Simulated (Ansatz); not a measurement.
GaN (zinc blende)

```
GaN
1.0
    0.00000     4.54850     4.54850
    2.27425     0.00000     2.27425
    2.27425     2.27425     0.00000
N Ga
2 2
Direct
  0.37500   0.75000   0.75000
  0.87500   0.75000   0.75000
  0.00000   0.00000   0.00000
  0.50000   0.00000   0.00000
```

The atoms are displaced by Q × the pattern below (from a DFPT mode at L = (0.5, 0.0, 0.0), largest move 1; Q in Å), at fixed cell. It is one choice among 2 degenerate patterns. (q is in reciprocal vectors of the primitive cell; the cell shown is doubled to hold the pattern.)

| atom | x | y | z |
|---|---|---|---|
| N1 | -0.285 | 0.520 | -0.805 |
| N2 | 0.285 | -0.520 | 0.805 |
| Ga3 | -0.046 | 0.083 | -0.129 |
| Ga4 | 0.046 | -0.083 | 0.129 |

All values below come from PBE (plane waves to 420 eV, PAW, scalar-relativistic; Ansatz, an electronic-structure program). k mesh 6×12×12 (Γ-centred), Fermi-Dirac smearing 0.05 eV. GaN was relaxed with its symmetry unable to fall. 

| Q (Å) | −dE/dQ from forces (eV/Å) |
|---|---|
| -0.280 | 11.097 |
| -0.233 | 8.800 |
| -0.187 | 6.759 |
| -0.140 | 4.910 |
| -0.093 | 3.199 |
| -0.047 | 1.578 |
| 0.000 | 0.000 |
| 0.047 | -1.578 |
| 0.093 | -3.199 |
| 0.140 | -4.910 |
| 0.187 | -6.759 |
| 0.233 | -8.800 |
| 0.280 | -11.097 |

### Question
What harmonic wavenumber does the curvature at Q = 0 give?

### Answer
538 cm⁻¹. E″ = 33.66 eV/Å², M = Σ mᵢ|uᵢ|² = 31.6 u, ν̃ = 521.5·√(|E″|/M).

(For displaced atoms, the force is minus the slope of the energy, and its curvature is a force constant, which sets phonon frequencies.)
